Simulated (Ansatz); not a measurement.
Ir:
```xyz
1
Lattice="0.0000 1.9150 1.9150 1.9150 0.0000 1.9150 1.9150 1.9150 0.0000" Properties=species:S:1:pos:R:3 pbc="T T T"
Ir     0.0000     0.0000     0.0000
```

Relaxed with PBEsol. Special points in fractions of this cell's reciprocal vectors: Γ (0.000, 0.000, 0.000); X (0.500, 0.000, 0.500); U (0.625, 0.250, 0.625); K (0.375, 0.375, 0.750); L (0.500, 0.500, 0.500); W (0.500, 0.250, 0.750).

Task: List the band energies nearest the Fermi level at these points for PBEsol with spin–orbit coupling in the plane-wave PAW code Ansatz.

Result: In eV from the Fermi level; about four levels below and three above (degenerate sets whole), none deeper than 8.9 eV; … stands for higher levels left out; points with the same levels are listed once.

```tsv
k	below	above
Γ	-1.12 -1.12 -1.12 -1.12	…
X	-8.12 -8.12 -7.55 -7.55	0.70 0.70 1.13 1.13
U	-3.14 -3.14 -0.95 -0.95	0.66 0.66 6.10 6.10
L	-3.71 -3.71 -1.05 -1.05	0.61 0.61 1.21 1.21
W	-5.08 -5.08 -1.83 -1.83	1.50 1.50 8.08 8.08
```

Space group Fm-3m (fcc (Cu type)). The PBEsol relaxation kept the symmetry of its start. No spin polarisation was allowed.

Potentials: the earlier of the program's two PAW sets. The files were generated under PBE; for other functionals the program regenerates the frozen cores, and for LDA and PBEsol the local potential too.
